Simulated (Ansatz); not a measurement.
ZrGe2 in space group P6/mmm (No. 191; Zr on 1a, Ge on 2d) under volume change, DFT-PBEsol in the program Ansatz with PAW potentials, shape and atoms relaxed at each volume.

```tsv
V (Å³/atom)	E − E(relaxed) (meV/atom)	P (GPa)
16.857	56.5	11.81
17.412	23.6	7.23
17.968	5.6	3.30
18.524	0.0	0.01
19.079	4.9	-2.74
19.635	18.5	-5.06
20.191	39.6	-7.07
```

### Question
What does a third-order Birch–Murnaghan fit give for V₀, B₀ and B′?

### Answer
V₀ = 18.53 Å³/atom, B₀ = 100 GPa, B′ = 4.7.

A made-up cell: these elements were put on the sites of a structure type; neither database checked (COD, Materials Project) lists it. COD files the formula under space group No. 63, so this cell is another polymorph or a model. Its standing as an ambient phase is unchecked. The cell was relaxed with PBEsol under the symmetry of its start; of distortions, only those at the zone centre were tested. No spin polarisation was allowed.

Potentials: the earlier of the program's two PAW sets.
